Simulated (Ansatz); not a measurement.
SnS2:
```cif
data_S2Sn
_chemical_formula_sum 'Sn1 S2'
_space_group_name_H-M_alt 'P 1'
_space_group_IT_number 1
_cell_length_a 3.66928
_cell_length_b 3.66928
_cell_length_c 5.80754
_cell_angle_alpha 90.000
_cell_angle_beta 90.000
_cell_angle_gamma 120.000
loop_
_space_group_symop_operation_xyz
  'x, y, z'
loop_
_atom_site_label
_atom_site_type_symbol
_atom_site_fract_x
_atom_site_fract_y
_atom_site_fract_z
_atom_site_occupancy
Sn1 Sn 0.00000 0.00000 0.00000 1
S1 S 0.33333 0.66667 0.25455 1
S2 S 0.66667 0.33333 0.74545 1
```

Relaxed with PBE+D3(BJ).

### Question
Decompose the optical modes at the zone centre into irreducible representations, and say which are infrared and Raman allowed.

### Answer
Point group -3m: Γ_opt = A1g + A2u + Eg + Eu. Infrared: A2u, Eu. Raman: A1g, Eg.

### Question
Assign frequencies (DFPT, PBE+D3(BJ) in the plane-wave PAW code Ansatz; without the LO–TO term).

### Answer
Eu 201, Eg 207, A1g 307, A2u 333 cm⁻¹.

Space group P-3m1 (CdI2 type). Symmetry was held in the PBE+D3(BJ) relaxation; of distortions, only those at the zone centre were tested. Spin–orbit coupling is left out wherever it is not named.

Potentials: the later of the program's two PAW sets.
